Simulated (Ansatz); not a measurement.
One crystal and one scan (scan of one atom of the cell) at two levels, PBE (plane waves to 420 eV, PAW, scalar-relativistic; Ansatz, a first-principles code) and r2SCAN (plane waves to 500 eV, PAW, scalar-relativistic; Ansatz), each from its own relaxed cell and on its own mesh. The cell shown is that of PBE.

Relaxed TiSi$_{2}$ (C49 type, space group Cmcm):

```
CELL_PARAMETERS angstrom
      1.77307    -6.78170     0.00000
      1.77307     6.78170     0.00000
      0.00000     0.00000     3.57984
ATOMIC_POSITIONS crystal
  Si 0.94083 0.05917 0.75000
  Si 0.05917 0.94083 0.25000
  Si 0.25028 0.74972 0.75000
  Si 0.74972 0.25028 0.25000
  Ti 0.60319 0.39681 0.75000
  Ti 0.39681 0.60319 0.25000
```

In each cell atom 2 (Si, nearest neighbour Si at 2.404 Å; its periodic images, 3.5 Å or more away, move with it) moves by s·(1.000, 0.000, 0.000) (along Cartesian x), the rest being held.

E stands for the smeared free energy. This is one of several known forms of TiSi2; the measured ambient cells at hand have space group No. 70. TiSi2 is run without spin polarisation. TiSi2 was relaxed with its symmetry unable to fall. With partly filled bands, energies and forces of such displacements shift with the k mesh and the smearing. Both scans cover s from -0.240 to 0.240 Å.

ΔE (meV/cell), each from the undisplaced structure of its own level:

| s (Å) | PBE | r2SCAN |
|---|---|---|
| -0.240 | 256 | withheld |
| -0.192 | 164 | 174 |
| -0.144 | 92 | 98 |
| -0.096 | 41 | 43 |
| -0.048 | 10 | 11 |
| 0.000 | 0 | 0 |
| 0.048 | 10 | 11 |
| 0.096 | 41 | 43 |
| 0.144 | 92 | 98 |
| 0.192 | 164 | 174 |
| 0.240 | 256 | withheld |

Q: Estimate the r2SCAN value at 0.240 from the PBE value there and the ratio of the two levels in the two nearest given rows on that side of the minimum.

A: At 0.192 and 0.144 the ratio r2SCAN/PBE averages 1.063, which gives 1.063 × 256 = 272 meV/cell. The calculation gives 271 meV/cell, +5.9 % against PBE.

(For displaced atoms, the force is minus the slope of the energy, and its curvature is a force constant, which sets phonon frequencies.)
